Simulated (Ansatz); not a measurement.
LuTe:
```xyz
2
Lattice="0.0000 2.9748 2.9748 2.9748 0.0000 2.9748 2.9748 2.9748 0.0000" Properties=species:S:1:pos:R:3 pbc="T T T"
Te     2.9748     2.9748     2.9748
Lu     0.0000     0.0000     0.0000
```

Relaxed with PBEsol.

Question: Give the Bader charges and basin volumes of the independent atoms, DFT-PBEsol in the program Ansatz with PAW potentials.

Answer: 

```tsv
atom	Bader charge (e)	Bader volume (Å³)
Te1	-1.44	35.8
Lu2	+1.44	16.8
```

Space group Fm-3m (rock salt). The workflow started from an entry of the Crystallography Open Database (COD). Whether it is the stable phase at ambient conditions was not checked. The cell was relaxed with PBEsol under the symmetry of its start; its stability against distortions is not shown here. Spin–orbit coupling is left out wherever it is not named.

Potentials: the later of the program's two PAW sets.
